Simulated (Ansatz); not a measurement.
**Phonon dispersion of TiSn₃O₈**

Theory: DFT PBE, scalar-relativistic, plane waves, PAW in Ansatz. Plane waves to 420 eV; Γ-centred k mesh 8×8×4; fixed occupations. No spin polarisation. Phonons by linear response, acoustic sum rule imposed.

Relaxed structure:
```xyz
12
Lattice="3.9702 0.0000 0.0000 0.0000 3.9702 0.0000 0.0000 0.0000 10.3621" Properties=species:S:1:pos:R:3 pbc="T T T"
Ti    1.9851    1.9851    0.0000
Sn    0.0000    1.9851    2.5240
Sn    1.9851    0.0000    7.8381
Sn    0.0000    0.0000    5.1810
O     0.0000    1.9851    4.6474
O     1.9851    0.0000    9.9511
O     0.0000    0.0000    7.3030
O     1.9851    1.9851    1.9799
O     0.0000    0.0000    3.0591
O     1.9851    1.9851    8.3821
O     0.0000    1.9851    0.4110
O     1.9851    0.0000    5.7147
```

The structure comes from a generated guess, relaxed at this level; another structure or a mixture of phases may lie lower. Spin–orbit coupling is left out, which matters for heavy elements. The q mesh is coarse, so values between its points are rough.

Force constants from linear response on a 2×2×1 q mesh.

Question: Is the structure dynamically stable on the q mesh?

Answer: No: at q = (0.000, 0.000, 0.000) a mode is imaginary, 119i cm⁻¹.

Question: Give the frequencies (cm⁻¹) at the zone-boundary points of high symmetry (interpolated where a point lies off the q mesh).

Answer:
```json
{"point": "X", "q": "0.000 0.500 0.000", "frequencies": "109i 77 94 109 126 152 170 180 181 205 208 208 228 245 254 280 281 281 313 321 332 390 404 444 445 467 483 497 518 580 641 679 695 723 726 741"}
{"point": "M", "q": "0.500 0.500 0.000", "frequencies": "79 94 94 135 155 155 185 191 238 245 255 255 274 280 294 294 298 300 300 351 390 418 418 422 427 430 431 431 511 637 637 647 674 727 727 736"}
{"point": "Z", "q": "0.000 0.000 0.500", "frequencies": "118i 118i 35 35 43 43 92 100 143 143 155 155 194 194 235 235 238 238 240 295 375 375 469 477 499 518 531 558 582 582 596 663 680 680 742 742"}
{"point": "R", "q": "0.000 0.500 0.500", "frequencies": "109i 77 94 105 114 152 169 190 205 208 208 217 220 228 230 281 291 292 311 320 332 398 413 421 423 479 483 507 518 580 641 679 696 724 724 741"}
{"point": "A", "q": "0.500 0.500 0.500", "frequencies": "86 105 105 142 142 143 171 180 247 258 262 262 273 274 292 292 296 298 298 350 391 414 414 421 428 428 434 434 512 637 637 647 674 727 727 736"}
```
